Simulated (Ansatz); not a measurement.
## La3Os: Coordination and ¹³⁹La quadrupole coupling

Cell: a computed structure from the Materials Project (it need not be an observed phase).

Space group Pnma (No. 62); a = 7.4914, b = 10.1166, c = 6.6181 Å.

| site | Wyckoff | site symmetry | x | y | z |
| --- | --- | --- | --- | --- | --- |
| La1 | 8d | 1 | 0.6703 | 0.0702 | 0.3261 |
| La9 | 4c | .m. | 0.5445 | 0.2500 | 0.8484 |
| Os | 4c | .m. | 0.8810 | 0.2500 | 0.0529 |

One atom of each set is listed.

All values are calculated (Ansatz; DFT, PBE, plane waves and PAW, scalar-relativistic, 420 eV cutoff, Γ-centred 4×3×5 k-points, Fermi–Dirac smearing 0.05 eV), not measured.

Q(¹³⁹La) = 206.0 mb.

Question: Order the La environments from the weakest to the strongest quadrupole coupling.
A. La9: 2 Os at 2.86–2.92 Å, angle 143°
B. La1: 2 Os at 2.94–3.01 Å, angle 100°

Answer: A (28.7 MHz, η = 0.42), B (36.1 MHz, η = 0.65).

At La9 V_zz stands upright on the plane of its two bonds (within 1°).

The run finds no gap above 0.1 eV (a metal, or nearly one), so the gradients can move by 10 % or more with the k-mesh. Without spin–orbit coupling the gradients at and beside Os can be off by some per cent, at some sites by more.
